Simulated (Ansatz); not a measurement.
An elastic tensor (GPa, Voigt order, standard axes) from the program Ansatz at the r²SCAN level (PAW):

```
      1     2     3     4     5     6
-  ----  ----  ----  ----  ----  ----
1   132  55.5  55.5   0.0   0.0   0.0
2  55.5   132  55.5   0.0   0.0   0.0
3  55.5  55.5   132   0.0   0.0   0.0
4   0.0   0.0   0.0  25.1   0.0   0.0
5   0.0   0.0   0.0   0.0  25.1   0.0
6   0.0   0.0   0.0   0.0   0.0  25.1
```

### Question
Pick the material that matches.
A) Ga2O3, bixbyite
B) B, I4_132 (B on 8a)
C) Sb2Au, Pa-3 (Sb on 8c, Au on 4a)
D) Sb2Pt, Pa-3 (Pt on 4a, Sb on 8c)

### Answer
C, Sb2Au, Pa-3 (Sb on 8c, Au on 4a)

The workflow started from a Materials Project entry (that database holds measured and hypothetical structures alike); the Crystallography Open Database files this formula in space group No. 205, but the cells were not matched. Its standing as an ambient phase is unchecked. The cell was relaxed with r²SCAN under the symmetry of its start; whether a distortion lowers the energy is not shown. As this level gives no gap, shear constants depend on the k-mesh and smearing (Fermi–Dirac, 0.1 eV here). Spin–orbit coupling is left out wherever it is not named.

Potentials: the later of the program's two PAW sets.
